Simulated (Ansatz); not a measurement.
Input:

As2Pt:
```cif
data_As8Pt4
_chemical_formula_sum 'Pt4 As8'
_space_group_name_H-M_alt 'Pa-3'
_space_group_IT_number 205
_space_group_name_Hall '-P 2ac 2ab 3'
_cell_length_a 5.94334
_cell_length_b 5.94334
_cell_length_c 5.94334
_cell_angle_alpha 90.000
_cell_angle_beta 90.000
_cell_angle_gamma 90.000
loop_
_atom_site_label
_atom_site_type_symbol
_atom_site_symmetry_multiplicity
_atom_site_Wyckoff_symbol
_atom_site_fract_x
_atom_site_fract_y
_atom_site_fract_z
_atom_site_occupancy
Pt1 Pt 4 a 0.00000 0.00000 0.00000 1
As1 As 8 c 0.38305 0.38305 0.38305 1
```

This is the LDA-relaxed structure.

Question: All from DFT-LDA in the program Ansatz with PAW potentials, unless another level is named. Predict the formation energy from the elements (no fitted shifts).

Answer: -0.57 eV/atom.

Question: Next, the smallest direct gap on the standard path?

Answer: 1.04 eV.

Question: Give the conduction-band minimum.

Answer: at R.

The cell was relaxed with LDA under the symmetry of its start. No spin polarisation was allowed. The references are the lowest solids computed at this level, not always the standard phases. Scalar-relativistic: spin–orbit coupling is off unless named, which matters more the heavier the elements.

Potentials: the later of the program's two PAW sets.
